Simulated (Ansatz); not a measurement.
Given:

Starting cell, CdSe (zinc blende):

```xyz
4
Lattice="0.0000 6.1333 6.1333 3.0666 0.0000 3.0666 3.0666 3.0666 0.0000" Properties=species:S:1:pos:R:3 pbc="T T T"
Se     4.6000     4.6000     4.6000
Se     4.6000     7.6666     7.6666
Cd     0.0000     0.0000     0.0000
Cd     0.0000     3.0666     3.0666
```

Scan: atom 2 (Se, nearest neighbour Cd at 2.656 Å; its periodic images, 4.3 Å or more away, move with it) is displaced along Cartesian [110], direction (0.707, 0.707, 0.000) in Cartesian axes, by s. The other atoms stay.

All values below come from r2SCAN (plane waves to 500 eV, PAW, scalar-relativistic; Ansatz, a program for electronic structure). k mesh 4×8×8 (Γ-centred), Fermi-Dirac smearing 0.05 eV. The energy includes the smearing's −TS. CdSe was relaxed with its symmetry unable to fall. ΔE is measured from the undisplaced structure.

The scan covers s from -0.530 to 0.530 Å in 11 points.

### Question
Is the energy the same for equal positive and negative displacements?

### Answer
Even: the same for both signs. With its periodic images moving along, the atom's site symmetry in this cell is 3m.

### Question
What force acts on the atom along the line at s = -0.530 Å?

### Answer
3.62 eV/Å.

### Question
What is the force constant k = d²E/ds² of this move at s = 0?

### Answer
5.09 eV/Å².

(A displaced cell: forces are minus the slopes of the energy, force constants its curvatures, and phonons follow from these.)
